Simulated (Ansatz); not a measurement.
# Data sheet: ZnSe (DFT)

ZnSe in space group P-6m2 (No. 187; Zn on 1a, Se on 1f), a = b = 3.6599 Å, c = 3.2801 Å, α = β = 90.00°, γ = 120.00°.

Space group P-6m2 (No. 187); conventional cell a = b = 3.660 Å, c = 3.280 Å, α = β = 90.00°, γ = 120.00°.

Method: PBEsol (plane waves, PAW; program Ansatz). Structure relaxed to zero pressure with the same functional. Other levels are named where they apply.

Cell and energy:

* **Volume per atom**: 19.02 Å³
* **Density**: 6.30 g/cm³
* **Formation energy from the elements (no fitted shifts)**: -0.19 eV/atom

Electronic structure:

* **Electronic character**: metallic (no gap)
* **Density of states at the Fermi level**: 0.38 states/eV per atom (mean over ±0.08 eV)

Mechanics:

- Bulk modulus (Birch–Murnaghan fit): 69.9 GPa
- Pressure derivative B′: 4.5

Phonons:

- Highest zone-centre frequency: 3.59 THz
- Zone-centre stability: no imaginary mode at Γ

The cell is a constructed one: a structure type filled with these elements; neither database checked (COD, Materials Project) lists it. It is not the phase usual at ambient conditions (space group No. 216). The cell keeps a stress of up to 0.3 GPa. Symmetry was held in the PBEsol relaxation. As this level gives no gap, phonon frequencies hold no LO–TO term and depend on the k-mesh and smearing (Fermi–Dirac, 0.1 eV here). The references are the lowest solids computed at this level, not always the standard phases. Scalar-relativistic: spin–orbit coupling is off unless named, which matters more the heavier the elements.

Potentials: the later of the program's two PAW sets.
